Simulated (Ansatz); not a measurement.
## HfB₂: a ladder of calculations

Cell of run 1: a COD entry, whose atoms a relaxation with PBE at fixed cell left in place.

```cif
data_structure
_symmetry_space_group_name_H-M 'P 1'
_symmetry_Int_Tables_number 1
_cell_length_a 3.1400
_cell_length_b 3.1400
_cell_length_c 3.4800
_cell_angle_alpha 90.000
_cell_angle_beta 90.000
_cell_angle_gamma 120.000
_cell_volume 29.71
loop_
_atom_site_label
_atom_site_type_symbol
_atom_site_fract_x
_atom_site_fract_y
_atom_site_fract_z
_atom_site_occupancy
Hf1 Hf 0.00000 0.00000 0.00000 1
B2 B 0.33333 0.66667 0.50000 1
B3 B 0.66667 0.33333 0.50000 1
```

Sites (sets of like atoms) are named by element and the number of their first atom in this list.

All runs are DFT with Ansatz 0.2.0 (plane waves and PAW, scalar-relativistic unless spin–orbit coupling is named, Γ-centred meshes, Fermi–Dirac smearing where given) in this cell.

Run 1: PBE, atoms relaxed; 420 eV, 17×17×13 k-points, smearing 0.05 eV.
Run 2: r2SCAN, at the relaxed atoms; 500 eV, 17×17×13 k-points, smearing 0.05 eV.
Run 3: PBE with spin–orbit coupling, at the relaxed atoms; 420 eV, 17×17×13 k-points, smearing 0.05 eV.
Run 4: LDA, at the relaxed atoms; 420 eV, 17×17×13 k-points, smearing 0.05 eV.

| run | Hf V_zz (η) |
| --- | --- |
| 1 | 10.65 (0.00) |
| 2 | ? |
| 3 | 11.16 (0.00) |
| 4 | 11.05 (0.00) |

V_zz in 10²¹ V/m²; 1 of the 2 sets of like atoms are followed.

Question: Estimate the row of run 2.

Answer: Hf: 10.62 (0.00). It lies nearest to run 1, from whose tensors on these sites it differs by 0.03 at most (largest principal value of the difference, on Hf). Taken one at a time, spin–orbit coupling moves the tensors on these sites by up to 0.52 (largest principal value of the change, on Hf), the functional (between the two that differ most) by 0.43 (Hf). Without a gap such differences can lie within the error of the k-mesh, so this order isn't firm.

In runs 1, 2, 3, 4 there is no gap above 0.1 eV, so the gradients can move by 10 % or more with the k-mesh. The cell isn't the equilibrium one in run 4 (calculated pressure -10 GPa), and the entry's cell may itself be off.
